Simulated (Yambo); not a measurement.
Yambo run on Ba$_{2}$LaTaO$_{6}$ (space group C2/m, No. 12). The wavefunctions are PBEsol (Quantum ESPRESSO, PseudoDojo norm-conserving, 110 Ry, without SOC) ones on a 2×2×2 mesh (40 occupied bands); a = b = 6.0891 Å, c = 6.1706 Å, α = β = 119.93°, γ = 60.05°.

Yambo input:

```
rim_cut
HF_and_locXC
RandQpts= 1000000
RandGvec= 1 Ry
EXXRLvcs= 110 Ry
VXCRLvcs= 440 Ry
% QPkrange
 1 | 1 | 40 | 41 |
 2 | 2 | 40 | 41 |
 3 | 3 | 40 | 41 |
 4 | 4 | 40 | 41 |
 5 | 5 | 40 | 41 |
 6 | 6 | 40 | 41 |
%
```

k points by index: 1 = Γ, 2 = (0, 0, -0.5), 3 = (0, -0.5, 0), 4 = (0, -0.5, -0.5), 5 = (-0.5, -0.5, 0), 6 = (-0.5, -0.5, -0.5).

Resulting energies as the program prints them:

```
#    K-point    Band    Eo [eV]    Ehf [eV]    Vxc [eV]    Vnlxc [eV]
#
    1    40    -0.149642    -5.146219    -18.90182    -23.89840
    1    41    3.678527    8.921260    -12.97322    -7.730487
    2    40    -0.026642    -4.919030    -18.90094    -23.79333
    2    41    4.476692    11.12878    -14.80283    -8.150744
    3    40    -0.202413    -5.132642    -18.64031    -23.57053
    3    41    4.504016    11.22080    -14.54141    -7.824633
    4    40    0.000000    -5.002886    -19.02569    -24.02857
    4    41    3.798641    9.439064    -13.34728    -7.706861
    5    40    -0.044589    -5.034076    -19.08251    -24.07200
    5    41    3.656356    9.231217    -13.03730    -7.462442
    6    40    -0.194207    -5.083805    -18.70109    -23.59069
    6    41    4.484036    11.17949    -14.70029    -8.004830
```
Exchange alone, without screening.

Geometry of the Materials Project entry, not relaxed at this level.

The structure is a Materials Project entry; no match was found in the copy of COD used, and its stability was not checked.
